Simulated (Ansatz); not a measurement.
Two states of Fe

```
Fe
1.0
    -1.92834    0.00000    3.26818
     0.00000   -3.86181    0.00000
     1.92834    0.00000    3.26818
Fe
4
Direct
  0.15250 0.92150 0.15250
  0.65250 0.57850 0.65250
  0.84750 0.07850 0.84750
  0.34750 0.42150 0.34750
```

Level: HSE06; 420 eV; 5×5×5 Γ-centred mesh; cold occupations (width 0.0295 eV); Ansatz 0.2.0, fixed geometry.

State A: Fe1 down, Fe2 up, Fe3 up, Fe4 down (collinear spin). State B: Fe1 up, Fe2 up, Fe3 up, Fe4 up (collinear spin).

Q: Compare the two self-consistent states.

A: State B is lower by 231.3 meV an atom at zero smearing.

| state | free energy (meV/atom) | largest moment in a small sphere (μB) | net moment (μB/cell) | gap on mesh (eV) | pressure (GPa) | largest force (eV/Å) |
| --- | --- | --- | --- | --- | --- | --- |
| A | 231.3 | 2.58 | 0.03 | metal | 40.0 | 0.23 |
| B | 0.0 | 2.84 | 11.41 | metal | 41.4 | 1.30 |

Origin: a known structure type with other elements, at an estimated volume, so it need not be a known compound. Caveats: the k mesh is coarse if the cell is a metal; atoms or cell far from equilibrium; the exchange threshold is loose for a stress; the SCF threshold is loose for a stress.
